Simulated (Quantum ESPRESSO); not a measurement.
## W3MoSe5S3 (input and log of a self-consistent run)

A calculation, not a measurement. The program is pw.x of Quantum ESPRESSO 7.5 (plane-wave density functional theory). The cell is made up: 12 atoms on a layered 2H lattice, with randomly drawn elements, strain and displacements, not relaxed. PseudoDojo standard norm-conserving files (v0.5 for PBE, v0.4.1 for LDA and PBEsol) set the functional; there is no spin polarisation, spin-orbit coupling or dispersion term, and the masses in the input are unused placeholders.

Input:

```
&control calculation='scf', pseudo_dir='./dojo.nc.sr.pbe.v0_5.standard.upf', outdir='./o', disk_io='low', tprnfor=.true., tstress=.true. /
&system ibrav=0, nat=12, ntyp=4, nbnd=83, ecutwfc=85.99341389, nosym=.true., tot_charge=0,
 occupations='smearing', smearing='fd', degauss=0.0018374661
/
&electrons conv_thr=7.350e-09, electron_maxstep=60, /
ATOMIC_SPECIES
Mo 1.0 Mo.upf
S 1.0 S.upf
Se 1.0 Se.upf
W 1.0 W.upf
CELL_PARAMETERS angstrom
3.2175 -0.0549 -0.0189
-0.0952 5.6948 -0.0712
-0.0755 -0.1641 13.0234
ATOMIC_POSITIONS angstrom
W -0.061 1.957 3.2586
W 1.6227 0.8378 9.7239
W 1.5304 4.7073 3.1506
Mo -0.1498 3.6477 9.7238
Se -0.0253 1.7367 8.1607
S -0.0799 1.7186 11.3515
Se 1.5777 0.9122 1.6045
Se 1.5423 0.8663 4.8664
S 1.4428 4.6409 8.0784
S 1.4313 4.5478 11.3122
Se -0.0355 3.8096 1.5606
Se -0.0868 3.7731 4.8809
K_POINTS automatic
7 4 2 1 1 1
```

The log is shortened where brackets say so; the opening notice, blank lines, dates and the lines on written files are dropped, and the path of the files is cut. It prints rydbergs, bohrs and kilobars, and counts compression as positive stress. With no partly filled state, the Fermi energy that it prints is only some level between the filled and the empty states on the mesh, and need not lie in the true gap.

```
     Program PWSCF v.7.5
     Parallel version (MPI & OpenMP), running on       4 processor cores
     Number of MPI processes:                 4
     Threads/MPI process:                     1
     [start-up lines left out]
     bravais-lattice index     =            0
     lattice parameter (alat)  =       6.0812  a.u.
     unit-cell volume          =    1609.5698 (a.u.)^3
     number of atoms/cell      =           12
     number of atomic types    =            4
     number of electrons       =       154.00
     number of Kohn-Sham states=           83
     kinetic-energy cutoff     =      85.9934  Ry
     charge density cutoff     =     343.9737  Ry
     scf convergence threshold =      7.3E-09
     mixing beta               =       0.7000
     number of iterations used =            8  plain     mixing
     Exchange-correlation= PBE
                           (   1   4   3   4   0   0   0)
     [axes and pseudopotential details left out]
   Cartesian axes
     site n.     atom                  positions (alat units)
         1        W      tau(   1) = (  -0.0189557   0.6081372   1.0126090  )
         2        W      tau(   2) = (   0.5042536   0.2603461   3.0216992  )
         3        W      tau(   3) = (   0.4755714   1.4627921   0.9790481  )
         4        Mo     tau(   4) = (  -0.0465503   1.1335217   3.0216681  )
         5        Se     tau(   5) = (  -0.0078620   0.5396790   2.5359352  )
         6        S      tau(   6) = (  -0.0248289   0.5340545   3.5274754  )
         7        Se     tau(   7) = (   0.4902698   0.2834659   0.4985979  )
         8        Se     tau(   8) = (   0.4792693   0.2692025   1.5122324  )
         9        S      tau(   9) = (   0.4483497   1.4421584   2.5103605  )
        10        S      tau(  10) = (   0.4447761   1.4132276   3.5152630  )
        11        Se     tau(  11) = (  -0.0110316   1.1838321   0.4849560  )
        12        Se     tau(  12) = (  -0.0269731   1.1724898   1.5167383  )
     number of k points=    28  Fermi-Dirac smearing, width (Ry)=  0.0018
                       cart. coord. in units 2pi/alat
        k(    1) = (   0.0730505   0.0726454   0.0631127), wk =   0.0714286
        k(    2) = (   0.0722980   0.0710878  -0.0604590), wk =   0.0714286
     [further k points left out]
     Dense  grid:   173281 G-vectors     FFT dimensions: (  36,  64, 150)
     Estimated max dynamical RAM per process >     542.26 MB
     Estimated total dynamical RAM >       1.99 GB
     Initial potential from superposition of free atoms
     starting charge     153.9966, renormalised to     154.0000
     Starting wfcs are   97 randomized atomic wfcs
     total cpu time spent up to now is        6.7 secs
     per-process dynamical memory:   392.4 Mb
     Self-consistent Calculation
     iteration #  1     ecut=    85.99 Ry     beta= 0.70
     Davidson diagonalization with overlap
     ethr =  1.00E-02,  avg # of iterations =  2.0
     Threshold (ethr) on eigenvalues was too large:
     Diagonalizing with lowered threshold
     Davidson diagonalization with overlap
     ethr =  5.89E-04,  avg # of iterations =  2.0
     total cpu time spent up to now is       34.5 secs
     total energy              =   -1874.02804729 Ry
     estimated scf accuracy    <       0.94571932 Ry
     iteration #  2     ecut=    85.99 Ry     beta= 0.70
     Davidson diagonalization with overlap
     ethr =  6.14E-04,  avg # of iterations =  8.5
     total cpu time spent up to now is       56.0 secs
     total energy              =   -1871.67067473 Ry
     estimated scf accuracy    <      38.30759639 Ry
     iteration #  3     ecut=    85.99 Ry     beta= 0.70
     Davidson diagonalization with overlap
     ethr =  6.14E-04,  avg # of iterations = 13.6
     total cpu time spent up to now is       80.1 secs
     total energy              =   -1872.60610879 Ry
     estimated scf accuracy    <      34.78464879 Ry
     iteration #  4     ecut=    85.99 Ry     beta= 0.70
     Davidson diagonalization with overlap
     ethr =  6.14E-04,  avg # of iterations = 10.0
     total cpu time spent up to now is       99.5 secs
     total energy              =   -1874.49565747 Ry
     estimated scf accuracy    <       0.48031364 Ry
     iteration #  5     ecut=    85.99 Ry     beta= 0.70
     Davidson diagonalization with overlap
     ethr =  3.12E-04,  avg # of iterations =  3.3
     total cpu time spent up to now is      113.8 secs
     total energy              =   -1874.53820198 Ry
     estimated scf accuracy    <       0.17556714 Ry
     [iterations 6 to 17 left out]
     iteration # 18     ecut=    85.99 Ry     beta= 0.70
     Davidson diagonalization with overlap
     ethr =  5.73E-10,  avg # of iterations =  5.2
     total cpu time spent up to now is      317.2 secs
     total energy              =   -1874.56721664 Ry
     estimated scf accuracy    <       0.00000015 Ry
     iteration # 19     ecut=    85.99 Ry     beta= 0.70
     Davidson diagonalization with overlap
     ethr =  9.58E-11,  avg # of iterations =  3.9
     total cpu time spent up to now is      331.6 secs
     total energy              =   -1874.56721666 Ry
     estimated scf accuracy    <       0.00000006 Ry
     iteration # 20     ecut=    85.99 Ry     beta= 0.70
     Davidson diagonalization with overlap
     ethr =  3.63E-11,  avg # of iterations =  5.8
     total cpu time spent up to now is      346.5 secs
     total energy              =   -1874.56721666 Ry
     estimated scf accuracy    <       0.00000006 Ry
     iteration # 21     ecut=    85.99 Ry     beta= 0.70
     Davidson diagonalization with overlap
     ethr =  3.63E-11,  avg # of iterations =  4.9
     total cpu time spent up to now is      360.1 secs
     total energy              =   -1874.56721666 Ry
     estimated scf accuracy    <          9.2E-09 Ry
     iteration # 22     ecut=    85.99 Ry     beta= 0.70
     Davidson diagonalization with overlap
     ethr =  5.96E-12,  avg # of iterations =  4.9
     total cpu time spent up to now is      374.7 secs
     End of self-consistent calculation
          k = 0.0731 0.0726 0.0631 ( 21639 PWs)   bands (ev):
   -62.5308 -61.9783 -61.9610 -49.5036 -36.0803 -36.0765 -36.0350 -36.0226
   -36.0027 -35.7027 -35.6988 -35.6898 -35.6888 -35.6703 -35.6680 -35.6651
   -35.6577 -35.6563 -35.6539 -35.6431 -35.6411 -35.6404 -35.6379 -35.6316
   -35.6182 -35.6048 -35.6029 -35.5893 -35.5756 -26.7641 -26.7553 -26.6949
   -26.3766 -26.2638 -26.2121 -26.1528 -26.1356 -26.0893 -23.6291 -23.5832
   -23.4654  -3.0214  -2.8174  -1.7018  -1.4334  -1.1152  -1.0196  -0.8572
    -0.6534   5.3661   5.5287   5.7423   6.0460   6.6633   6.7626   7.2928
     7.7614   8.3948   8.6497   8.7891   8.9461   9.0162   9.2586   9.4603
     9.5018   9.6449   9.7614   9.9114   9.9631  10.2212  10.3229  10.4407
    10.8102  10.9571  11.3797  11.6231  11.9006  13.4807  13.7034  13.8951
    14.1585  14.3055  14.3647
     [levels at the other k points left out]
     the Fermi energy is    12.4399 ev
!    total energy              =   -1874.56721666 Ry
     estimated scf accuracy    <          5.0E-09 Ry
     smearing contrib. (-TS)   =      -0.00000000 Ry
     internal energy E=F+TS    =   -1874.56721666 Ry
     The total energy is F=E-TS. E is the sum of the following terms:
     one-electron contribution =   -1212.08407830 Ry
     hartree contribution      =     656.80973507 Ry
     xc contribution           =    -381.42890474 Ry
     ewald contribution        =    -937.86396868 Ry
     convergence has been achieved in  22 iterations
     Forces acting on atoms (cartesian axes, Ry/au):
     atom    1 type  4   force =     0.01263496   -0.05068670   -0.02022413
     atom    2 type  4   force =    -0.06756468   -0.10788055    0.10809983
     atom    3 type  4   force =     0.01620986   -0.00027908    0.05305487
     atom    4 type  1   force =     0.00585039    0.05011379    0.02765192
     atom    5 type  3   force =     0.01395236    0.03142800   -0.10357217
     atom    6 type  2   force =     0.02901200    0.02978200   -0.02793038
     atom    7 type  3   force =    -0.01224430    0.01240126   -0.03816555
     atom    8 type  3   force =     0.00631052    0.02712975    0.03715424
     atom    9 type  2   force =     0.00520376   -0.02123280    0.04935616
     atom   10 type  2   force =     0.01387195    0.01880730   -0.05167203
     atom   11 type  3   force =    -0.02778001   -0.02205339   -0.06478450
     atom   12 type  3   force =     0.00454318    0.03247042    0.03103174
     Total force =     0.263387     Total SCF correction =     0.000446
     Computing stress (Cartesian axis) and pressure
          total   stress  (Ry/bohr**3)                   (kbar)     P=       45.99
   0.00039497   0.00020701   0.00014471           58.10       30.45       21.29
   0.00020701   0.00015883   0.00021875           30.45       23.37       32.18
   0.00014471   0.00021875   0.00038407           21.29       32.18       56.50
     init_run     :      6.19s CPU      6.43s WALL (       1 calls)
     electrons    :    361.91s CPU    368.07s WALL (       1 calls)
     forces       :      3.02s CPU      3.06s WALL (       1 calls)
     stress       :      9.54s CPU      9.76s WALL (       1 calls)
     [timing details left out]
     PWSCF        :   6m20.97s CPU   6m27.73s WALL
     JOB DONE.
```

In other units: free energy -25504.786 eV for the cell, pressure 4.60 GPa, largest force component 2.779 eV/Å. A rerun of a related cell, with the same atoms placed differently, at a cutoff of 1467 eV and k mesh 9 x 6 x 4 moved values by no more than 0.004 eV in energy, 0.03 GPa in stress and 0.003 eV/Å in force.